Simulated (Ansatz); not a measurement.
HfN (rock salt)

```xyz
4
Lattice="0.0000 4.5259 4.5259 2.2630 0.0000 2.2630 2.2630 2.2630 0.0000" Properties=species:S:1:pos:R:3 pbc="T T T"
N      0.0000     0.0000     0.0000
N      0.0000     2.2630     2.2630
Hf     2.2630     2.2630     2.2630
Hf     2.2630     4.5259     4.5259
```

In this cell atom 3 (Hf, nearest neighbour N at 2.263 Å; its periodic images, 3.2 Å or more away, move with it) is moved by s along Cartesian z, unit vector (0.000, 0.000, 1.000); all other atoms and the cell stay fixed.

These are r2SCAN (plane waves to 500 eV, PAW, scalar-relativistic; Ansatz, an electronic-structure program) values and carry that method's errors. k mesh 7×14×14 (Γ-centred), Fermi-Dirac smearing 0.05 eV. E stands for the smeared free energy. Left out: 2 of 11 points, with atoms too close for the PAW data. With partly filled bands, energies and forces of such displacements shift with the k mesh and the smearing. HfN is run without spin polarisation. HfN was relaxed with its symmetry unable to fall. Spin-orbit coupling is left out, though Hf is heavy. The PAW data are Ansatz's earlier set. The zero of ΔE is the undisplaced structure. The last digit holds for this mesh only.

```json
[
 {"s (Å)": "-0.360", "ΔE (meV/cell)": "901.0"},
 {"s (Å)": "-0.270", "ΔE (meV/cell)": "453.6"},
 {"s (Å)": "-0.180", "ΔE (meV/cell)": "184.1"},
 {"s (Å)": "-0.090", "ΔE (meV/cell)": "43.6"},
 {"s (Å)": "0.000", "ΔE (meV/cell)": "0.0"},
 {"s (Å)": "0.090", "ΔE (meV/cell)": "43.6"},
 {"s (Å)": "0.180", "ΔE (meV/cell)": "184.1"},
 {"s (Å)": "0.270", "ΔE (meV/cell)": "453.6"},
 {"s (Å)": "0.360", "ΔE (meV/cell)": "901.0"}
]
```

Problem. What force constant k = d²E/ds² at s = 0 does the table give?

Solution. 11 eV/Å². It is the second difference of the nearest points, corrected with the next pair.

Problem. With k = 10.58 eV/Å² from the forces, is the well harmonic out to s = 0.360 Å?

Solution. ½ks² = 686 meV/cell against the computed 901 meV/cell, so the well is stiffer than harmonic there.

(A displaced cell: forces are minus the slopes of the energy, force constants its curvatures, and phonons follow from these.)
